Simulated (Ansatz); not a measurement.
Se:
```
CELL_PARAMETERS angstrom
      4.52399     0.00000     0.00000
     -2.26200     3.91789     0.00000
      0.00000     0.00000     5.04433
ATOMIC_POSITIONS crystal
  Se 0.21868 0.00000 0.83333
  Se 0.00000 0.21868 0.16667
  Se 0.78132 0.78132 0.50000
```

Relaxed with PBE. Special points in fractions of this cell's reciprocal vectors: Γ (0.000, 0.000, 0.000); M (0.500, 0.000, 0.000); K (0.333, 0.333, 0.000); A (0.000, 0.000, 0.500); L (0.500, 0.000, 0.500); H (0.333, 0.333, 0.500).

List the band energies nearest the valence-band maximum at these points for plane-wave PAW PBE (Ansatz code).

In eV from the valence-band maximum; about four levels below and three above (degenerate sets whole), none deeper than 8.9 eV; points with the same levels are listed once.

```tsv
k	below	above
Γ	-3.42 -1.84 -1.84 -0.31	1.93 1.93 2.30
M	-3.08 -2.58 -1.69 -0.86	2.01 2.43 3.84
K	-2.54 -2.54 -2.49 -1.29	2.92 2.92 3.58
A	-3.23 -3.23 -1.32 -1.32 -0.95	1.35 1.38 1.38
L	-3.95 -1.57 -1.12 0.00	1.55 2.64 2.93
H	-4.47 -4.47 -0.87 -0.22 -0.22	1.03 2.74 2.74
```

Space group P3_121 (trigonal Se type). The cell was relaxed with PBE under the symmetry of its start. A crystal of weakly bound chains computed without a dispersion correction: the cell and the soft elastic constants depend strongly on that. Spin–orbit coupling is left out wherever it is not named.

Potentials: the earlier of the program's two PAW sets.
